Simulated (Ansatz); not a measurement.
Here is the system:

MgZnO₂:
Space group R-3m, hexagonal axes (No. 166); a = b = 3.0058 Å, c = 14.6088 Å, α = β = 90.00°, γ = 120.00°

```csv
atom,site,symmetry,x,y,z
Mg,3a,-3m,0.0000,0.0000,0.0000
Zn,3b,-3m,0.0000,0.0000,0.5000
O,6c,3m,0.0000,0.0000,0.2521
```
(The calculation used a cell of 4 atoms; values per cell refer to that cell.)

This is the PBEsol-relaxed structure.

All from PBEsol in the plane-wave PAW code Ansatz, unless another level is named. Predict the band gap.

2.58 eV (indirect).

Give the formation energy from the elements (no fitted shifts).

-2.03 eV/atom.

Next, the conduction-band minimum?

at Γ.

And the valence-band maximum?

at T.

Give the weight of the valence-edge state by species (Voronoi cells).

O 80 %, Zn 18 %, Mg 3 %.

The workflow started from a Materials Project entry (that database holds measured and hypothetical structures alike); the Crystallography Open Database copy checked does not list it. With Mg and Zn taken as one species the cell has the higher symmetry Fm-3m, so it may be an ordered model of a mixed-site phase. Whether it is the stable phase at ambient conditions was not checked. Symmetry was held in the PBEsol relaxation; of distortions, only those at the zone centre were tested. The references are the lowest solids computed at this level, not always the standard phases (solids in place of the gases).

Potentials: the later of the program's two PAW sets.
